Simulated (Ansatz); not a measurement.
GaN in space group P6_3/mmc (No. 194; Ga on 2d, N on 2b), a = b = 3.1748 Å, c = 7.5231 Å, α = β = 90.00°, γ = 120.00°.

Relaxed with r²SCAN+D4.

Task: Tabulate the valence density and the electron localisation function along the shortest Ga–N contact (1.83 Å), DFT-r²SCAN+D4 in the program Ansatz with PAW potentials.

Result: 

```tsv
distance from Ga (Å)	density (e/Å³)	ELF
0.18	35.57	0.00
0.27	22.76	0.01
0.37	12.47	0.02
0.46	6.16	0.04
0.55	2.95	0.10
0.64	1.56	0.17
0.73	1.04	0.26
0.82	0.89	0.36
0.92	0.91	0.51
1.01	1.05	0.68
1.10	1.28	0.80
1.19	1.64	0.84
1.28	2.14	0.81
1.37	2.72	0.73
1.47	3.20	0.57
1.56	3.42	0.33
1.65	3.40	0.14
```

The density is the valence pseudo-density with augmentation charge, so density and ELF within about 1 Å of a nucleus are not all-electron values.

The first step of the workflow began from a Materials Project structure, measured or hypothetical; the Crystallography Open Database copy checked does not list it. It is not the phase usual at ambient conditions (space group No. 186, 216). The cell was relaxed with r²SCAN+D4 under the symmetry of its start; phonons on a q-mesh show weakly imaginary modes.

Potentials: the earlier of the program's two PAW sets.
